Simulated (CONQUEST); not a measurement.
Band structure of ZnS (P6_3mc, 8 atoms in the cell; from Materials Project mp-560588, lattice scaled a little).

```
ZnS
1.0
    3.85527     0.00000     0.00000
    0.00000     6.67753     0.00000
    0.00000     0.00000     6.31907
Zn S
4 4
Direct
  0.00000   0.33333   0.00014
  0.50000   0.16667   0.50014
  0.50000   0.83333   0.00014
  0.00000   0.66667   0.50014
  0.00000   0.33333   0.37486
  0.50000   0.16667   0.87486
  0.50000   0.83333   0.37486
  0.00000   0.66667   0.87486
```

Level of theory: PBE, numerical atomic orbitals double-zeta with polarisation (the shipped basis), PseudoDojo norm-conserving potentials made for PBE in CONQUEST.

Settings: basis = DZP; Diag.MPMeshX, Y, Z = 6 4 4; potentials = PseudoDojo norm-conserving PBE; Grid.GridCutoff = 175 Ha; DM.SolutionMethod = diagon; Diag.kT = 0.0001 Ha; Diag.GammaCentred = true; minE.SCTolerance = 1.0e-06; SC.MaxIters = 100; SC.LinearMixingFactor = 0.3; AtomMove.TypeOfRun = static.

The program uses no crystal symmetry, so grid and mesh can part values that symmetry would make equal. The atom-centred basis is finite, which shifts total energies, pressures, gaps and forces against plane waves. The structure comes from a collection of computed structures, made at another level of theory; the collection holds predicted forms beside known ones. Its lattice was then scaled.

Task: Predict the gap along the standard path.

Result: The gap along the path of this cell's zone is 2.25 eV.

Points are given in units of this cell's reciprocal vectors. Levels in eV from the top of the valence band on the SCF mesh, bands 49 to 53:
```
point                  49     50     51     52    53
------------------  -----  -----  -----  -----  ----
Γ (0 0 0)           -0.83  -0.07   0.00   0.00  2.25
X (-0.5 0 0)        -1.56  -1.56  -1.46  -1.46  5.13
S (-0.5 0 -0.5)     -1.36  -1.36  -1.36  -1.36  4.57
Y (0 0 -0.5)        -0.44  -0.44  -0.44  -0.44  3.63
Z (0 -0.5 0)        -0.59  -0.59  -0.42  -0.42  3.93
U (-0.5 -0.5 0)     -1.58  -1.58  -0.83  -0.83  3.83
R (-0.5 -0.5 -0.5)  -1.51  -1.51  -1.51  -1.51  3.71
T (0 -0.5 -0.5)     -1.02  -1.02  -1.02  -1.02  4.40
```

Higher empty bands are left out: an atom-centred basis made for the valence describes them poorly.

The labels belong to the zone of the cell as typed, which is larger than the primitive one, so the bands are folded: a gap that looks direct here can be indirect in the primitive zone.
